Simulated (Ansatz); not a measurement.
A plane-wave DFT run in Ansatz 0.2.0 (scalar-relativistic PAW potentials unless the input names others): input and command.

```yaml
crystal:
  lattice:
    - [2.5084044741, 0.0, 0.0]
    - [-1.2542022371, 2.1723419976, 0.0]
    - [0.0, 0.0, 5.0886740867]
  atoms:
    - { symbol: Si, position: [0.3333333333, 0.6666666667, 0.25] }
    - { symbol: Si, position: [0.6666666667, 0.3333333333, 0.75] }
basis:
  ecutwfc: 420
kpoints:
  mp_grid: { grid: [24, 24, 12] }
hamiltonian:
  xc: lda
  pseudopotentials: { kind: nc }
scf:
  occupations: { method: gaussian, width: 0.15 }
  max_iter: 60
output:
  forces: true
  eigenvalues: true
  stress: true
magnetization:
  spin_polarized: true
  spin_orbit: true
```

```bash
ansatz run input.yaml --threads 1 --pin off --max-ram 1228MiB --backend cpu --events-out ev --progress --plain --runs-dir out
```

Task: Will this input run?

Result: The program refuses it, because of spin-orbit coupling on scalar files and without noncollinear: true (magnetization: not typed → {"spin_polarized": true, "spin_orbit": true}; hamiltonian.pseudopotentials: not typed → {"kind": "nc"}). Without those keys it is accepted.

Abridged log:
```
Error: 2 input errors — fix all and re-run
  1. inconsistent input (magnetization.spin_orbit, magnetization.noncollinear): true requires noncollinear: true — spin–orbit coupling acts on 2-spinor wavefunctions; set both flags
  2. inconsistent input (magnetization.spin_orbit, hamiltonian.pseudopotentials.kind): true requires a fully-relativistic hamiltonian.pseudopotentials.kind (nc_fr or paw_fr), or kind: all_electron without datasets and azcp, which then solves Dirac's equation on LAPW. paw_fr resolves this project's PAW files (source: ansatz) by j as it reads them
```